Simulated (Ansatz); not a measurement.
CaAu₂:
```yaml
crystal:
  lattice:
    - [-2.30502, 3.53923, 4.11143]
    - [2.30502, -3.53923, 4.11143]
    - [2.30502, 3.53923, -4.11143]
  atoms:
    - { symbol: Ca, position: [0.79178, 0.54178, 0.25000] }
    - { symbol: Ca, position: [0.20822, 0.45822, 0.75000] }
    - { symbol: Au, position: [0.20126, 0.16120, 0.04006] }
    - { symbol: Au, position: [0.62114, 0.16120, 0.45994] }
    - { symbol: Au, position: [0.79874, 0.83880, 0.95994] }
    - { symbol: Au, position: [0.37886, 0.83880, 0.54006] }
```

Relaxed with r²SCAN.

Task: Which orbitals make up the states near the Fermi level in the program Ansatz at the r²SCAN level (PAW)?

Result: Within 0.5 eV of the Fermi level: Ca 4s 26 %, Au 6s 23 %, Au 5d 9 %, outside the projected shells 41 %. Projections are on Löwdin-orthogonalised atomic valence shells; empty p or d shells of many metals are not among them.

Task: Tabulate the density of states.

Result: States/eV per cell of 6 atoms, in 0.25 eV bins, energy from the Fermi level.

```csv
E (eV),total,Au 5d,Au 6s,Ca 4s
-7.85,0.35,0.01,0.23,0.09
-7.60,0.59,0.04,0.39,0.14
-7.35,0.85,0.08,0.57,0.17
-7.10,1.29,0.18,0.88,0.20
-6.85,1.56,0.33,1.03,0.16
-6.60,2.32,0.78,1.36,0.14
-6.35,4.31,2.31,1.84,0.10
-6.10,8.44,6.65,1.58,0.14
-5.85,11.87,10.16,1.42,0.21
-5.60,19.05,17.92,0.86,0.13
-5.35,16.39,15.58,0.56,0.10
-5.10,10.50,9.46,0.76,0.16
-4.85,11.00,10.31,0.43,0.14
-4.60,11.31,10.70,0.24,0.22
-4.35,9.02,8.35,0.23,0.27
-4.10,8.03,7.23,0.30,0.32
-3.85,9.85,9.03,0.31,0.29
-3.60,10.51,9.68,0.35,0.25
-3.35,13.69,12.71,0.53,0.22
-3.10,12.96,11.69,0.83,0.23
-2.85,6.93,5.53,1.05,0.20
-2.60,2.88,1.90,0.78,0.11
-2.35,2.81,1.88,0.78,0.06
-2.10,2.76,1.62,0.94,0.07
-1.85,1.74,0.82,0.72,0.07
-1.60,1.52,0.54,0.70,0.13
-1.35,1.68,0.45,0.78,0.22
-1.10,1.61,0.35,0.69,0.30
-0.85,1.45,0.27,0.59,0.31
-0.60,1.64,0.25,0.60,0.40
-0.35,1.50,0.18,0.45,0.44
-0.10,1.71,0.18,0.45,0.49
0.15,1.96,0.17,0.45,0.50
0.40,2.53,0.16,0.42,0.56
0.65,3.25,0.15,0.37,0.57
0.90,3.41,0.13,0.31,0.34
1.15,3.37,0.11,0.25,0.23
1.40,3.32,0.10,0.20,0.13
1.65,2.81,0.08,0.13,0.06
1.90,2.39,0.06,0.09,0.03
2.15,2.09,0.05,0.07,0.02
2.40,3.47,0.09,0.12,0.11
2.65,5.44,0.14,0.14,0.15
2.90,2.98,0.07,0.05,0.04
3.15,2.65,0.06,0.04,0.04
3.40,2.44,0.06,0.08,0.05
3.65,4.19,0.09,0.14,0.08
3.90,3.95,0.07,0.08,0.09
4.15,7.34,0.09,0.07,0.16
4.40,7.46,0.08,0.16,0.09
4.65,8.12,0.08,0.17,0.12
4.90,4.67,0.04,0.26,0.13
```

Space group Imma. The workflow started from an entry of the Crystallography Open Database (COD). Its standing as an ambient phase is unchecked. Symmetry was held in the r²SCAN relaxation; whether a distortion lowers the energy is not shown. Spin–orbit coupling is left out wherever it is not named.

Potentials: the later of the program's two PAW sets.
